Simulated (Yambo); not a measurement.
CdCl$_{2}$ (space group R-3m, No. 166), G0W0@PBEsol in Yambo with this input:

```
rim_cut
gw0
dyson
el_el_corr
HF_and_locXC
ppa
em1d
RandQpts= 1000000
RandGvec= 1 Ry
EXXRLvcs= 102 Ry
VXCRLvcs= 408 Ry
Chimod= "HARTREE"
% BndsRnXp
 5 | 147 |
%
NGsBlkXp= 8 Ry
% LongDrXp
 1.0 | 1.0 | 1.0 |
%
PPAPntXp= 27.2114 eV
% GbndRnge
 1 | 147 |
%
GTermKind= "BG"
DysSolver= "n"
ExtendOut
```

On a 4×4×4 mesh, with wavefunctions cut at 102 Ry, the gap (F → Γ) is 5.715 eV and the valence edge shifts by -1.530 eV.

Problem. What happens with this change: wavefunctions cut at 10 Ry?

Solution. The gap falls by 0.423 eV, to 5.292 eV; the shift of the valence edge becomes -1.025 eV. Neither run is shown to be the converged limit.

Spin-orbit coupling is not included.

Geometry of the Materials Project entry, not relaxed at this level; primitive cell a = 6.4992 Å, b = 6.4992 Å, c = 6.4992 Å, α = 34.52°, β = 34.52°, γ = 34.52°.

A shift is the quasiparticle energy of the state minus its PBEsol energy.

The distance between layers or molecules is the database entry's, not relaxed here. Functionals without dispersion can leave it too large, which widens gaps and weakens the response across layers: the numbers belong to this cell.
